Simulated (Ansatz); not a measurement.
Single point in Ansatz 0.2.0 with PBEsol, no spin polarisation. Cutoff 420 eV, PAW datasets, 7×7×7 Γ-centred k mesh, fermi-dirac filling (width 0.0166 eV).

Computed maps in the lattice plane spanned by a (left to right, 6.54 Å, 20 points from zero) and b (bottom to top, 6.54 Å, 20 points from zero), 101° apart, at height 0.000 along c. The fields are smooth PAW ones with compensation charges, not the true ones near nuclei.

Valence density. Digits on a logarithmic scale: 0 up to 0.03 e/Å³, each further digit a factor of 1.6, 9 from 1.3 e/Å³ up:
```
78874346788875335898
98753357888875435789
87533468846875323578
54322468878875322355
32112457888764212233
32111346777654323343
43111235677664445555
54210134689976567777
64211135799996678888
64211246999997788688
64211246999987787488
53211245799766788887
42111234566545678876
32111233444333456654
33221122222112344433
55432111111101122334
88753211111111112357
99874211222221113578
78985322344443224788
47985334566654335897
```

**Question.** The cell is BaLa2GeS4. Which atoms lie within 0.2 Å of this plane, and where (fractions of a and b)?

**Answer.** Ge at (0.50, 0.50), S at (0.47, 0.84), S at (0.84, 0.47), Ba at (0.00, 0.00). The whole cell:
```
CELL_PARAMETERS angstrom
-3.55593 3.55593 4.17514
3.55593 -3.55593 4.17514
3.55593 3.55593 -4.17514
ATOMIC_POSITIONS crystal
Ge 0.50000 0.50000 0.00000
La 0.75000 0.25000 0.50000
La 0.25000 0.75000 0.50000
S 0.53230 0.53230 0.37660
S 0.46770 0.84430 0.00000
S 0.15570 0.15570 0.62340
S 0.84430 0.46770 0.00000
Ba 0.00000 0.00000 0.00000
```

Origin: a known structure type with other elements, at an estimated volume, so it need not be a known compound. Caveats: many states at the Fermi level without spin polarisation, so a magnetic state may lie lower; f levels without a U or exact exchange are poorly placed.
